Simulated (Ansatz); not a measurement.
## Structures of CaAl$_{6}$C: which is lowest?

Plane-wave DFT in Ansatz with scalar-relativistic PAW potentials, cutoff 420 eV, Γ-centred meshes chosen by cell and gap, Gaussian smearing with energies taken to zero width. Every cell was relaxed (cell and atoms) in a run of its own, within the symmetry of its start. Functional: PBE.

Relaxed structures (starts from databases or built by putting these elements on another compound's sites):
A. R-3, 8 atoms in the computed cell, a = 7.925 Å, c = 7.691 Å; sites (symmetry × multiplicity) Ca -3. × 3, Al 1 × 18, C -3. × 3; start: built
B. R-3m, 8 atoms in the computed cell, a = 7.864 Å, c = 8.054 Å; sites (symmetry × multiplicity) Ca -3m × 3, Al .m × 18, C -3m × 3; start: built

**Question.** Rank them by energy. Could pressure change the order?

**Answer.**
```tsv
structure	group	E − E(lowest) (meV/atom)	V (Å³/atom)	gap on mesh (eV)
A	R-3	0.0	17.43	0.00
B	R-3m	116	17.97	0.00
```

A is lowest, 116 meV/atom under B. The lowest is also the densest of these, so pressure wouldn't bring one of the others in at first order. Other structures may lie lower than all of these, and vibrations aren't counted.